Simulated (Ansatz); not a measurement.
Input, command and steps of an Ansatz relaxation.

```yaml
crystal:
  lattice:
    - [7.0520335916, 0.0, 0.0]
    - [-3.5260167958, 6.1072402387, 0.0]
    - [0.0, 0.0, 6.550218701]
  atoms:
    - { symbol: Si, position: [0.5391765651, 0.7695882826, 0.4166666667] }
    - { symbol: Si, position: [0.4608234349, 0.2304117174, 0.9166666667] }
    - { symbol: Si, position: [0.2304117174, 0.4608234349, 0.75] }
    - { symbol: Si, position: [0.7695882826, 0.2304117174, 0.5833333333] }
    - { symbol: Si, position: [0.7695882826, 0.5391765651, 0.25] }
    - { symbol: Si, position: [0.2304117174, 0.7695882826, 0.0833333333] }
    - { symbol: O, position: [0.6074741742, 0.3925258258, 0.0833333333] }
    - { symbol: O, position: [0.0, 0.6963860208, 0.1666666667] }
    - { symbol: O, position: [0.7850516516, 0.3925258258, 0.4166666667] }
    - { symbol: O, position: [0.6963860208, 0.6963860208, 0.3333333333] }
    - { symbol: O, position: [0.3036139792, 0.3036139792, 0.8333333333] }
    - { symbol: O, position: [0.6074741742, 0.2149483484, 0.75] }
    - { symbol: O, position: [0.2149483484, 0.6074741742, 0.9166666667] }
    - { symbol: O, position: [0.3036139792, 0.0, 0.0] }
    - { symbol: O, position: [0.0, 0.3036139792, 0.6666666667] }
    - { symbol: O, position: [0.3925258258, 0.7850516516, 0.25] }
    - { symbol: O, position: [0.3925258258, 0.6074741742, 0.5833333333] }
    - { symbol: O, position: [0.6963860208, 0.0, 0.5] }
basis:
  ecutwfc: 420
kpoints:
  mp_grid: { grid: [6, 6, 4] }
hamiltonian:
  xc: lda
scf:
  occupations: { method: gaussian, width: 0.02 }
output:
  forces: true
  stress: true
  eigenvalues: true
relax:
  adjacent_minimum: "off"
  f_tol: 0.01
  max_steps: 30
  cell: { stress_tol: 0.1, fix: [volume] }
```

```bash
ansatz run input.yaml --threads 4 --pin off --max-ram 10240MiB --backend cpu --events-out ev --progress --plain --runs-dir out
```

Method: DFT LDA, scalar-relativistic, plane waves, PAW in Ansatz 0.2.0.

The volume is held at 0.88 times that of the relaxed cell.

Of 8 frames 7 are shown, positions in Å and forces in eV/Å; the SCF threshold varies from step to step. Steps run on the plane waves of an earlier cell, with a Pulay correction in the pressure. The basis is chosen afresh for the last frame, the zero of the energies, and at times for earlier ones too; energy and pressure can step there, also at an unchanged geometry. Where two frames share a geometry here, they differ by under 2 meV/atom and 0.3 GPa.

```xyz
18
Lattice="7.0520 0.0000 0.0000 -3.5260 6.1072 0.0000 0.0000 0.0000 6.5502" Properties=species:S:1:pos:R:3:forces:R:3 pbc="T T T" step=1 free_energy_over_end_meV_per_atom=3.64 pressure_GPa=20.82
Si    1.0887    4.7001    2.7293   -0.0155   -0.0089    0.0000
Si    2.4373    1.4072    6.0044    0.0155    0.0089    0.0000
Si    0.0000    2.8144    4.9127    0.0000    0.0179    0.0000
Si    4.6147    1.4072    3.8210   -0.0155    0.0089    0.0000
Si    3.5260    3.2929    1.6376    0.0000   -0.0179    0.0000
Si   -1.0887    4.7001    0.5459    0.0155   -0.0089    0.0000
O     2.8999    2.3973    0.5459   -0.0735    0.0424    0.0000
O    -2.4555    4.2530    1.0917   -0.1256    0.2175    0.0000
O     4.1522    2.3973    2.7293    0.0735    0.0424    0.0000
O     2.4555    4.2530    2.1834    0.1256    0.2175    0.0000
O     1.0705    1.8542    5.4585   -0.1256   -0.2175    0.0000
O     3.5260    1.3127    4.9127    0.0000   -0.0848    0.0000
O    -0.6261    3.7100    6.0044   -0.0735   -0.0424    0.0000
O     2.1411    0.0000    0.0000   -0.2511    0.0000    0.0000
O    -1.0705    1.8542    4.3668    0.1256   -0.2175    0.0000
O     0.0000    4.7945    1.6376    0.0000    0.0848    0.0000
O     0.6261    3.7100    3.8210    0.0735   -0.0424    0.0000
O     4.9109    0.0000    3.2751    0.2511    0.0000    0.0000
18
Lattice="7.0575 0.0000 0.0000 -3.5288 6.1120 0.0000 0.0000 0.0000 6.5401" Properties=species:S:1:pos:R:3:forces:R:3 pbc="T T T" step=2 free_energy_over_end_meV_per_atom=3.09 pressure_GPa=20.64
Si    1.0919    4.7051    2.7250   -0.0725   -0.0419    0.0000
Si    2.4368    1.4069    5.9951    0.0725    0.0419    0.0000
Si    0.0000    2.8138    4.9051    0.0000    0.0837    0.0000
Si    4.6207    1.4069    3.8150   -0.0725    0.0419    0.0000
Si    3.5288    3.2982    1.6350    0.0000   -0.0837    0.0000
Si   -1.0919    4.7051    0.5450    0.0725   -0.0419    0.0000
O     2.8995    2.4006    0.5450   -0.0716    0.0413    0.0000
O    -2.4599    4.2606    1.0900   -0.1149    0.1990    0.0000
O     4.1580    2.4006    2.7250    0.0716    0.0413    0.0000
O     2.4599    4.2606    2.1800    0.1149    0.1990    0.0000
O     1.0689    1.8514    5.4501   -0.1149   -0.1990    0.0000
O     3.5288    1.3107    4.9051    0.0000   -0.0826    0.0000
O    -0.6292    3.7114    5.9951   -0.0716   -0.0413    0.0000
O     2.1378    0.0000    0.0000   -0.2298    0.0000    0.0000
O    -1.0689    1.8514    4.3601    0.1149   -0.1990    0.0000
O     0.0000    4.8012    1.6350    0.0000    0.0826    0.0000
O     0.6292    3.7114    3.8150    0.0716   -0.0413    0.0000
O     4.9197    0.0000    3.2700    0.2298    0.0000    0.0000
18
Lattice="7.1320 0.0000 0.0000 -3.5660 6.1765 0.0000 0.0000 0.0000 6.4041" Properties=species:S:1:pos:R:3:forces:R:3 pbc="T T T" step=3 free_energy_over_end_meV_per_atom=0.76 pressure_GPa=18.70
Si    1.1195    4.7640    2.6684    0.0993    0.0573    0.0000
Si    2.4465    1.4125    5.8704   -0.0993   -0.0573    0.0000
Si    0.0000    2.8250    4.8031    0.0000   -0.1147    0.0000
Si    4.6855    1.4125    3.7357    0.0993   -0.0573    0.0000
Si    3.5660    3.3516    1.6010    0.0000    0.1147    0.0000
Si   -1.1195    4.7640    0.5337   -0.0993    0.0573    0.0000
O     2.9058    2.4400    0.5337   -0.0696    0.0402    0.0000
O    -2.5081    4.3442    1.0674    0.0559   -0.0968    0.0000
O     4.2262    2.4400    2.6684    0.0696    0.0402    0.0000
O     2.5081    4.3442    2.1347   -0.0559   -0.0968    0.0000
O     1.0579    1.8323    5.3368    0.0559    0.0968    0.0000
O     3.5660    1.2965    4.8031    0.0000   -0.0803    0.0000
O    -0.6602    3.7365    5.8704   -0.0696   -0.0402    0.0000
O     2.1158    0.0000    0.0000    0.1118    0.0000    0.0000
O    -1.0579    1.8323    4.2694   -0.0559    0.0968    0.0000
O     0.0000    4.8800    1.6010    0.0000    0.0803    0.0000
O     0.6602    3.7365    3.7357    0.0696   -0.0402    0.0000
O     5.0162    0.0000    3.2020   -0.1118    0.0000    0.0000
18
Lattice="7.1343 0.0000 0.0000 -3.5672 6.1785 0.0000 0.0000 0.0000 6.4000" Properties=species:S:1:pos:R:3:forces:R:3 pbc="T T T" step=4 free_energy_over_end_meV_per_atom=0.44 pressure_GPa=18.78
Si    1.1201    4.7657    2.6667    0.0088    0.0051    0.0000
Si    2.4470    1.4128    5.8667   -0.0088   -0.0051    0.0000
Si    0.0000    2.8256    4.8000    0.0000   -0.0101    0.0000
Si    4.6873    1.4128    3.7333    0.0088   -0.0051    0.0000
Si    3.5672    3.3529    1.6000    0.0000    0.0101    0.0000
Si   -1.1201    4.7657    0.5333   -0.0088    0.0051    0.0000
O     2.8982    2.4457    0.5333   -0.0210    0.0121    0.0000
O    -2.5052    4.3391    1.0667    0.0054   -0.0093    0.0000
O     4.2361    2.4457    2.6667    0.0210    0.0121    0.0000
O     2.5052    4.3391    2.1333   -0.0054   -0.0093    0.0000
O     1.0620    1.8394    5.3334    0.0054    0.0093    0.0000
O     3.5672    1.2870    4.8000    0.0000   -0.0242    0.0000
O    -0.6690    3.7328    5.8667   -0.0210   -0.0121    0.0000
O     2.1240    0.0000    0.0000    0.0108    0.0000    0.0000
O    -1.0620    1.8394    4.2667   -0.0054    0.0093    0.0000
O     0.0000    4.8915    1.6000    0.0000    0.0242    0.0000
O     0.6690    3.7328    3.7333    0.0210   -0.0121    0.0000
O     5.0103    0.0000    3.2000   -0.0108    0.0000    0.0000
18
Lattice="7.1361 0.0000 0.0000 -3.5680 6.1800 0.0000 0.0000 0.0000 6.3969" Properties=species:S:1:pos:R:3:forces:R:3 pbc="T T T" step=5 free_energy_over_end_meV_per_atom=0.42 pressure_GPa=18.68
Si    1.1208    4.7671    2.6654    0.0082    0.0048    0.0000
Si    2.4472    1.4129    5.8638   -0.0082   -0.0048    0.0000
Si    0.0000    2.8258    4.7977    0.0000   -0.0095    0.0000
Si    4.6888    1.4129    3.7315    0.0082   -0.0048    0.0000
Si    3.5680    3.3542    1.5992    0.0000    0.0095    0.0000
Si   -1.1208    4.7671    0.5331   -0.0082    0.0048    0.0000
O     2.8936    2.4494    0.5331    0.0049   -0.0029    0.0000
O    -2.5062    4.3408    1.0661    0.0050   -0.0086    0.0000
O     4.2425    2.4494    2.6654   -0.0049   -0.0029    0.0000
O     2.5062    4.3408    2.1323   -0.0050   -0.0086    0.0000
O     1.0618    1.8392    5.3307    0.0050    0.0086    0.0000
O     3.5680    1.2812    4.7977    0.0000    0.0057    0.0000
O    -0.6745    3.7306    5.8638    0.0049    0.0029    0.0000
O     2.1237    0.0000    0.0000    0.0100    0.0000    0.0000
O    -1.0618    1.8392    4.2646   -0.0050    0.0086    0.0000
O     0.0000    4.8988    1.5992    0.0000   -0.0057    0.0000
O     0.6745    3.7306    3.7315   -0.0049    0.0029    0.0000
O     5.0124    0.0000    3.1984   -0.0100    0.0000    0.0000
18
Lattice="7.1361 0.0000 0.0000 -3.5680 6.1800 0.0000 0.0000 0.0000 6.3969" Properties=species:S:1:pos:R:3:forces:R:3 pbc="T T T" step=6 free_energy_over_end_meV_per_atom=0.07 pressure_GPa=18.70
Si    1.1208    4.7671    2.6654    0.0083    0.0048    0.0000
Si    2.4472    1.4129    5.8638   -0.0083   -0.0048    0.0000
Si    0.0000    2.8258    4.7977    0.0000   -0.0096    0.0000
Si    4.6888    1.4129    3.7315    0.0083   -0.0048    0.0000
Si    3.5680    3.3542    1.5992    0.0000    0.0096    0.0000
Si   -1.1208    4.7671    0.5331   -0.0083    0.0048    0.0000
O     2.8936    2.4494    0.5331    0.0050   -0.0029    0.0000
O    -2.5062    4.3408    1.0661    0.0052   -0.0089    0.0000
O     4.2425    2.4494    2.6654   -0.0050   -0.0029    0.0000
O     2.5062    4.3408    2.1323   -0.0052   -0.0089    0.0000
O     1.0618    1.8392    5.3307    0.0052    0.0089    0.0000
O     3.5680    1.2812    4.7977    0.0000    0.0057    0.0000
O    -0.6745    3.7306    5.8638    0.0050    0.0029    0.0000
O     2.1237    0.0000    0.0000    0.0103    0.0000    0.0000
O    -1.0618    1.8392    4.2646   -0.0052    0.0089    0.0000
O     0.0000    4.8988    1.5992    0.0000   -0.0057    0.0000
O     0.6745    3.7306    3.7315   -0.0050    0.0029    0.0000
O     5.0124    0.0000    3.1984   -0.0103    0.0000    0.0000
18
Lattice="7.1530 0.0000 0.0000 -3.5765 6.1946 0.0000 0.0000 0.0000 6.3667" Properties=species:S:1:pos:R:3:forces:R:3 pbc="T T T" step=8 free_energy_over_end_meV_per_atom=0.00 pressure_GPa=18.51
Si    1.1260    4.7798    2.6528   -0.0014   -0.0008    0.0000
Si    2.4505    1.4148    5.8361    0.0014    0.0008    0.0000
Si    0.0000    2.8296    4.7750    0.0000    0.0016    0.0000
Si    4.7025    1.4148    3.7139   -0.0014    0.0008    0.0000
Si    3.5765    3.3650    1.5917    0.0000   -0.0016    0.0000
Si   -1.1260    4.7798    0.5306    0.0014   -0.0008    0.0000
O     2.8980    2.4566    0.5306   -0.0005    0.0003    0.0000
O    -2.5125    4.3518    1.0611    0.0001   -0.0002    0.0000
O     4.2549    2.4566    2.6528    0.0005    0.0003    0.0000
O     2.5125    4.3518    2.1222   -0.0001   -0.0002    0.0000
O     1.0640    1.8428    5.3056    0.0001    0.0002    0.0000
O     3.5765    1.2815    4.7750    0.0000   -0.0006    0.0000
O    -0.6785    3.7381    5.8361   -0.0005   -0.0003    0.0000
O     2.1279    0.0000    0.0000    0.0002    0.0000    0.0000
O    -1.0640    1.8428    4.2445   -0.0001    0.0002    0.0000
O     0.0000    4.9132    1.5917    0.0000    0.0006    0.0000
O     0.6785    3.7381    3.7139    0.0005   -0.0003    0.0000
O     5.0250    0.0000    3.1833   -0.0002    0.0000    0.0000
```

Time: 2.3 min on 4 threads of Intel(R) Xeon(R) Processor @ 2.50GHz (Skylake/Cascade Lake), with other jobs on the host, peak memory 0.85 GiB.